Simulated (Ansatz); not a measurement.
According to plane-wave PAW r²SCAN (Ansatz code), BAs in the hexagonal phase (P6_222; B on 3d, As on 3c) relaxes to a = 3.447 Å, c = 7.459 Å.

It is gapped at this level: 0.67 eV (indirect). The valence maximum lies at Γ and the conduction minimum at M (3 equivalent valleys). HSE06 on the same cell gives 0.97 eV. Gap from r²SCAN with spin–orbit coupling: 0.67 eV. The electron mass is 0.20, 0.33, 0.34 mₑ (principal values). The hole mass is 0.18, 0.44, 0.44 mₑ (principal values).

The bulk modulus is 144 GPa. The relaxed-ion elastic constants in GPa are C11 = 341, C12 = 35.7, C13 = 55.2, C33 = 322, C44 = 171. The elastic constants imply a Debye temperature near 736 K. Bader charges are B +0.15, As -0.15 e.

The start of the workflow was typed in or built on a structure type; neither database checked (COD, Materials Project) lists it. It is not the phase usual at ambient conditions (space group No. 216). The r²SCAN relaxation kept the symmetry of its start; whether a distortion lowers the energy is not shown. Scalar-relativistic: spin–orbit coupling is off unless named, which matters more the heavier the elements.

Potentials: the later of the program's two PAW sets.
